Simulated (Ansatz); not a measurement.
Ti (fcc (Cu type), Fm-3m) at seven volumes, plane-wave PAW PBEsol (Ansatz code), scaled uniformly. One row is withheld.

```
V (Å³/atom)  P (GPa)
-----------  -------
15.179         12.65
15.679          7.86
16.179             ?
16.680          0.00
17.180         -3.21
17.680         -6.03
18.181         -8.50
```

**Question.** Fit the shown pressures and predict the withheld one.

**Answer.** P = (3/2)B₀(x^(7/2) − x^(5/2))[1 + (3/4)(B′ − 4)(x − 1)] with x = (V₀/V)^(2/3). Least squares on the six rows gives V₀ = 16.680 Å³/atom, B₀ = 114 GPa, B′ = 3.41. At V = 16.179, x = 1.0205 and P = 3.66 GPa. The run itself gave 3.67 GPa.

The workflow started from an entry of the Crystallography Open Database (COD), which files this formula under 3 space groups. It is not the phase usual at ambient conditions (space group No. 194). The cell was relaxed with PBEsol under the symmetry of its start; whether a distortion lowers the energy is not shown. The run is not spin-polarised.

Potentials: the later of the program's two PAW sets.
